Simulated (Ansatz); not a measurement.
LuBPd3:
Space group Pm-3m (No. 221); a = b = c = 4.2269 Å, α = β = γ = 90.00°

| atom | site | symmetry | x | y | z |
|---|---|---|---|---|---|
| Pd | 3c | 4/mm.m | 0.0000 | 0.5000 | 0.5000 |
| Lu | 1a | m-3m | 0.0000 | 0.0000 | 0.0000 |
| B | 1b | m-3m | 0.5000 | 0.5000 | 0.5000 |

Relaxed with PBEsol.

Question: Which orbitals make up the states near the Fermi level in DFT-PBEsol in the program Ansatz with PAW potentials?

Answer: Within 0.5 eV of the Fermi level: Pd 4d 37 %, B 2p 30 %, Lu 5d 16 %, outside the projected shells 15 %. Projections are on Löwdin-orthogonalised atomic valence shells; empty p or d shells of many metals are not among them.

Question: Tabulate the density of states.

Answer: States/eV per cell of 5 atoms, in 0.25 eV bins, energy from the Fermi level.

```tsv
E (eV)	total	Pd 4d	Lu 4f	Lu 5d
-7.85	0.13	0.04	0.00	0.01
-7.60	0.06	0.02	0.00	0.00
-7.35	0.02	0.01	0.00	0.00
-7.10	0.35	0.20	0.00	0.02
-6.85	1.05	0.61	0.00	0.06
-6.60	2.06	1.12	0.01	0.07
-6.35	2.85	1.42	0.02	0.09
-6.10	3.10	1.40	0.04	0.12
-5.85	3.66	1.73	0.24	0.11
-5.60	5.97	2.66	2.31	0.07
-5.35	52.73	4.03	47.54	0.24
-5.10	12.78	6.36	4.53	0.40
-4.85	5.13	3.52	0.46	0.37
-4.60	5.25	4.20	0.19	0.41
-4.35	5.72	4.78	0.12	0.48
-4.10	11.22	9.77	0.14	0.77
-3.85	11.55	10.35	0.10	0.41
-3.60	9.35	8.25	0.06	0.55
-3.35	7.27	6.51	0.04	0.38
-3.10	9.68	8.61	0.06	0.52
-2.85	11.22	10.52	0.08	0.29
-2.60	5.86	5.19	0.03	0.24
-2.35	5.79	4.24	0.01	0.53
-2.10	4.77	3.72	0.00	0.31
-1.85	5.55	4.88	0.00	0.17
-1.60	0.68	0.43	0.00	0.05
-1.35	0.18	0.04	0.00	0.03
-1.10	0.17	0.05	0.00	0.02
-0.85	0.23	0.08	0.00	0.01
-0.60	0.45	0.18	0.00	0.03
-0.35	4.31	1.85	0.00	0.38
-0.10	3.31	1.20	0.00	0.40
0.15	2.39	0.76	0.00	0.49
0.40	2.53	0.81	0.00	0.72
0.65	2.49	0.73	0.00	0.84
0.90	1.96	0.49	0.00	0.78
1.15	1.81	0.37	0.00	0.88
1.40	2.33	0.41	0.00	1.31
1.65	2.60	0.39	0.00	1.68
1.90	3.03	0.39	0.00	2.12
2.15	3.13	0.36	0.00	2.23
2.40	2.31	0.21	0.00	1.56
2.65	2.49	0.23	0.00	1.62
2.90	2.83	0.24	0.00	1.79
3.15	2.39	0.18	0.00	1.47
3.40	2.57	0.20	0.00	1.56
3.65	3.85	0.28	0.00	2.62
3.90	3.29	0.28	0.00	2.19
4.15	3.00	0.28	0.00	1.68
4.40	2.90	0.27	0.00	1.46
4.65	2.18	0.21	0.00	0.88
```

The workflow started from an entry of the Crystallography Open Database (COD). Whether it is the stable phase at ambient conditions was not checked. The cell was relaxed with PBEsol under the symmetry of its start; of distortions, only those at the zone centre were tested. No spin polarisation was allowed. Spin–orbit coupling is left out wherever it is not named.

Potentials: the later of the program's two PAW sets.
